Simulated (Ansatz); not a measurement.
Al$_{2}$W:
Space group Fddd, origin choice 1 (No. 70); a = 4.959 Å, b = 8.348 Å, c = 8.950 Å, α = β = γ = 90.00°

```csv
atom,site,symmetry,x,y,z
Al,16f,.2.,0.0000,0.1669,0.0000
W,8b,222,0.5000,0.5000,0.5000
```
(The calculation used a cell of 6 atoms; values per cell refer to that cell.)

Relaxed with DFT-PBE in the program Ansatz with PAW potentials. Indices refer to the conventional cell of Fddd, a = 4.959 Å, b = 8.348 Å, c = 8.950 Å, α = β = γ = 90.00°.

Simulate the powder diffraction pattern (Cu Kα, λ = 1.54184 Å; lines above 1 %) up to 2θ = 90°.

Simulated powder pattern, Cu Kα, λ = 1.54184 Å (kinematic, ideal powder, no thermal factors, no anomalous dispersion; the 30 strongest lines at most, above 1 %, up to 2θ = 90°):

```json
[
 {"2θ (°)": "23.11", "d (Å)": "3.849", "I/Imax (%)": "100", "hkl": "(111)"},
 {"2θ (°)": "29.26", "d (Å)": "3.052", "I/Imax (%)": "57", "hkl": "(022)"},
 {"2θ (°)": "36.77", "d (Å)": "2.444", "I/Imax (%)": "32", "hkl": "(113)"},
 {"2θ (°)": "38.44", "d (Å)": "2.342", "I/Imax (%)": "65", "hkl": "(131)"},
 {"2θ (°)": "40.31", "d (Å)": "2.238", "I/Imax (%)": "28", "hkl": "(004)"},
 {"2θ (°)": "41.64", "d (Å)": "2.169", "I/Imax (%)": "52", "hkl": "(202)"},
 {"2θ (°)": "42.40", "d (Å)": "2.132", "I/Imax (%)": "22", "hkl": "(220)"},
 {"2θ (°)": "43.36", "d (Å)": "2.087", "I/Imax (%)": "10", "hkl": "(040)"},
 {"2θ (°)": "48.35", "d (Å)": "1.883", "I/Imax (%)": "34", "hkl": "(133)"},
 {"2θ (°)": "55.69", "d (Å)": "1.650", "I/Imax (%)": "10", "hkl": "(115)"},
 {"2θ (°)": "57.79", "d (Å)": "1.595", "I/Imax (%)": "9.0", "hkl": "(311)"},
 {"2θ (°)": "59.31", "d (Å)": "1.558", "I/Imax (%)": "8.3", "hkl": "(151)"},
 {"2θ (°)": "59.93", "d (Å)": "1.543", "I/Imax (%)": "16", "hkl": "(224)"},
 {"2θ (°)": "60.68", "d (Å)": "1.526", "I/Imax (%)": "7.8", "hkl": "(044)"},
 {"2θ (°)": "61.68", "d (Å)": "1.504", "I/Imax (%)": "15", "hkl": "(242)"},
 {"2θ (°)": "64.71", "d (Å)": "1.441", "I/Imax (%)": "14", "hkl": "(135)"},
 {"2θ (°)": "65.52", "d (Å)": "1.425", "I/Imax (%)": "6.3", "hkl": "(313)"},
 {"2θ (°)": "66.57", "d (Å)": "1.405", "I/Imax (%)": "6.0", "hkl": "(026)"},
 {"2θ (°)": "66.63", "d (Å)": "1.404", "I/Imax (%)": "13", "hkl": "(331)"},
 {"2θ (°)": "66.94", "d (Å)": "1.398", "I/Imax (%)": "5.9", "hkl": "(153)"},
 {"2θ (°)": "70.94", "d (Å)": "1.329", "I/Imax (%)": "11", "hkl": "(062)"},
 {"2θ (°)": "73.87", "d (Å)": "1.283", "I/Imax (%)": "9.8", "hkl": "(333)"},
 {"2θ (°)": "74.19", "d (Å)": "1.278", "I/Imax (%)": "9.7", "hkl": "(206)"},
 {"2θ (°)": "76.90", "d (Å)": "1.240", "I/Imax (%)": "4.4", "hkl": "(400)"},
 {"2θ (°)": "78.02", "d (Å)": "1.225", "I/Imax (%)": "3.9", "hkl": "(117)"},
 {"2θ (°)": "78.90", "d (Å)": "1.213", "I/Imax (%)": "8.3", "hkl": "(260)"},
 {"2θ (°)": "79.81", "d (Å)": "1.202", "I/Imax (%)": "3.7", "hkl": "(315)"},
 {"2θ (°)": "84.32", "d (Å)": "1.149", "I/Imax (%)": "6.5", "hkl": "(422)"},
 {"2θ (°)": "85.93", "d (Å)": "1.131", "I/Imax (%)": "6.8", "hkl": "(137)"},
 {"2θ (°)": "87.68", "d (Å)": "1.113", "I/Imax (%)": "6.5", "hkl": "(335)"}
]
```

The start of the workflow was typed in or built on a structure type; neither database checked (COD, Materials Project) lists it. Whether it is the stable phase at ambient conditions was not checked. The cell was relaxed with PBE under the symmetry of its start; whether a distortion lowers the energy is not shown. No spin polarisation was allowed. Axis ratios of metals converge slowly with the k-mesh, so a and c are less sure than the volume. Scalar-relativistic: spin–orbit coupling is off unless named, which matters more the heavier the elements.

Potentials: the later of the program's two PAW sets.
